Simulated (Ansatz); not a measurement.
**5 guesses for RbNa2 and where they end**

Theory: DFT PBE, scalar-relativistic, plane waves, PAW in Ansatz. Settings: cutoff 420 eV, Γ-centred meshes spaced at most about 0.3 Å⁻¹, and about 0.25 Å⁻¹ or finer for metals (2π included), Gaussian smearing. No spin polarisation in the final relaxations.

Each guess was relaxed in cell and atoms at zero pressure, within the symmetry of its start. Temperature and zero-point effects are left out. Coordination counts all near atoms (those within 1.25 times the shortest distance at each site; a plus sign parts nearer from farther groups; a slash parts the counts of unlike sites).

```csv
guess,made from,start group,V start (Å³/atom),end group,V end (Å³/atom),coordination at the end,gap on mesh (eV),E over the lowest end (meV/atom)
1,random cell,P6/mmm,33.1,?,?,?,?,?
2,Dy2C type,R-3m,29.6,R-3m,53.7,"Rb 12, Na 3+9",0,5
3,ZnCl2 type,P4_2/nmc,28.3,I4/mmm,57.6,"Rb 8+4, Na 4",0,0
4,Na2Te type,Fm-3m,35.4,Fm-3m (fluorite),65.8,"Rb 8, Na 4+6",0,153
5,Ga2Cu type,P4/mmm,25.4,P4/mmm,56.9,"Rb 12, Na 1+4",0,60
```

Guess 1 as it starts:

```yaml
crystal:
  lattice:
    - [5.84650, 0.00000, 0.00000]
    - [-2.92325, 5.06322, 0.00000]
    - [0.00000, 0.00000, 6.70333]
  atoms:
    - { symbol: Rb, position: [0.33333, 0.66667, 0.50000] }
    - { symbol: Rb, position: [0.66667, 0.33333, 0.50000] }
    - { symbol: Na, position: [0.33333, 0.66667, 0.00000] }
    - { symbol: Na, position: [0.66667, 0.33333, 0.00000] }
    - { symbol: Na, position: [0.00000, 0.00000, 0.69537] }
    - { symbol: Na, position: [0.00000, 0.00000, 0.30463] }
```

Task: Fill in the missing row: what does this guess relax into, and where does it rank?

Result: It ends in space group P6/mmm (No. 191), with a = 6.725 Å, c = 8.000 Å, 52.2 Å³/atom and no gap. It lies 8 meV/atom over the lowest end, within the noise of guess 2 and below guess 5. Counting all near atoms, this end has Rb 5+6, Na 1+6/11 and the lowest (guess 3) has Rb 8+4, Na 4.

```
CELL_PARAMETERS angstrom
6.72470 0.00000 0.00000
-3.36235 5.82376 0.00000
0.00000 0.00000 8.00030
ATOMIC_POSITIONS crystal
Rb 0.33333 0.66667 0.50000
Rb 0.66667 0.33333 0.50000
Na 0.33333 0.66667 0.00000
Na 0.66667 0.33333 0.00000
Na 0.00000 0.00000 0.77860
Na 0.00000 0.00000 0.22140
```

Energies over the elements count from the elements' standard structures at the same level, with no fitted energy shifts.

Task: Is the lowest end bound against the elements?

Result: No: its formation energy is +0.07 eV/atom. The separate elements lie lower, so it is unstable against them.

For metals, differences of a few meV/atom aren't resolved. Cells relaxed within their symmetry can be saddle points. A lower structure may well exist outside this small set. Some structure types and database cells were kept out of the candidates from the start, so a known form may be missing.
